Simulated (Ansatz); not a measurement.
Ti: stationary points along a deformation path

Method: DFT PBEsol, scalar-relativistic, plane waves, PAW (Ansatz). Settings: plane waves to 420 eV, k-mesh 22×22×22 (Γ-centred), Gaussian smearing 0.15 eV. No spin polarisation. Energies are free energies at this smearing, counted from the undisturbed cell; pressure is positive in compression.

The starting cell (as given, not relaxed at this level; it stands at -6.7 GPa; this bcc form isn't the usual structure):

```yaml
crystal:
  lattice:
    - [-1.64100, 1.64100, 1.64100]
    - [1.64100, -1.64100, 1.64100]
    - [1.64100, 1.64100, -1.64100]
  atoms:
    - { symbol: Ti, position: [0.00000, 0.00000, 0.00000] }
```

At fixed volume and fractional coordinates, lengths along (0.000, 0.000, 1.000) are scaled against those across it; ρ is that ratio over its starting value. V = 17.676 Å³/atom. Δσ is the stress along the axis less the mean stress across it (compression positive).

```
    ρ  ΔE (meV/atom)  Δσ (GPa) space group
0.650          202.3     20.24       I4/mmm
0.707           88.5     15.78       I4/mmm
0.780           10.5      6.39       I4/mmm
0.850          -13.3      1.13       I4/mmm
0.920           -7.7     -2.27       I4/mmm
0.960           -1.7     -1.24       I4/mmm
1.000            0.0      0.00        Im-3m
1.050           -1.9      1.03       I4/mmm
1.100           -7.0      1.97       I4/mmm
1.200          -24.4      3.22       I4/mmm
1.300          -42.2      2.51       I4/mmm
1.414          -50.6      0.01        Fm-3m
1.500          -46.3     -1.90       I4/mmm
```

Problem. How does the stress give the slope of the energy, and where is the energy stationary?

Solution. Along the path d ln(length) is 2/3 d ln ρ on the axis and −1/3 d ln ρ across it, so dE/d ln ρ = −(2/3) V Δσ: the energy falls with ρ where Δσ is positive. Δσ vanishes or changes sign between ρ = 0.850 and 0.920, a minimum (near 0.87 by linear interpolation); at ρ = 1.000 (Im-3m), a maximum at 0.0 meV/atom; at ρ = 1.414 (Fm-3m), a minimum at -50.6 meV/atom. Pairs of stationary points between two samples would go unseen, and could change a minimum read from distant neighbours into a maximum. At ρ = 1.000, 1.414 the cell is cubic, where symmetry alone makes the stress isotropic and the slope zero.

Problem. Which shear constant sets the curvature at ρ = 1?

Solution. For a cubic crystal E/V = (2/3) C (ln ρ)² with C = C′ = (C11 − C12)/2, so Δσ = −2C ln ρ. The parabola of Δσ against ln ρ through ρ = 0.960, 1 and 1.050 gives C ≈ -13.1 GPa with the ions clamped, rough because the steps are large. It is the stress–strain coefficient at this cell's pressure of -6.7 GPa, not the zero-pressure constant. It is negative, so the cubic cell is unstable to this shear.

Problem. Integrate that slope from ρ = 1 to 0.850 by the trapezoid rule.

Solution. With V/N in Å³ and 1 eV/Å³ = 160.2 GPa the slopes at ρ = 1.000, 0.960, 0.920, 0.850 are 0, 91, 167, -83 meV/atom per unit of ln ρ. The steps add (-1.9) + (-5.5) + (-3.3) = -10.7 meV/atom, against -13.3 from the energies; the trapezoid rule misses the curvature of the slope within each step.

Problem. Is the start the lowest point of the path?

Solution. No: ρ = 1.414 lies 50.6 meV/atom lower, with no sampled rise above the start on the way. Volume and inner coordinates are held, so a relaxed structure there would lie lower still.

In a metal these slopes depend on the k mesh and the smearing.